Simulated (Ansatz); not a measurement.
**Is this DyY2O structure a true minimum?**

The cell was found from a structure generator's guess, not taken from experiment.

Level of theory: DFT PBE, scalar-relativistic, plane waves, PAW, and for the lanthanide a 4f-in-core norm-conserving potential, in Ansatz. Cutoff 630 eV; k points 8×8×10 on the computed 4-atom cell (Γ-centred); Gaussian smearing, width 0.10 eV; no spin polarisation.

The cell below (4 atoms, space group Immm (No. 71)) is relaxed within its symmetry.

```yaml
crystal:
  lattice:
    - [5.74068, -2.38589, -0.07099]
    - [5.74068, 2.38589, -0.07099]
    - [-1.07464, 0.00000, 3.42242]
  atoms:
    - { symbol: Y, position: [0.34703, 0.34703, 0.34729] }
    - { symbol: Y, position: [0.65297, 0.65297, 0.65271] }
    - { symbol: Dy, position: [0.00000, 0.00000, 0.00000] }
    - { symbol: O, position: [0.50000, 0.50000, 0.00000] }
```

For the test a repeat of it with 8 atoms (edges 3.59, 6.22, 9.18 Å) was strained at random (σ = 1.5 % a component), the atoms were moved at random (σ = 0.10 Å), and all was relaxed again on a coarse 6×4×4 mesh (in the run’s order of axes) with 0.20 eV smearing, with no symmetry imposed.

An odd number of valence electrons (the lanthanide is held trivalent, its 4f shell in the core) allows no gap without spin; another valence of the lanthanide, a larger cell or a magnetic state could open one.

Task: What happens?

Result: It returns, within 1 meV/atom of the unmoved cell on that mesh and with the same symmetry when read at 0.1 Å. No instability shows in this cell; modes of other wave vectors, which need another repeat, aren't tested.

The lanthanide is trivalent by construction, without f bands, f moments or other valences.
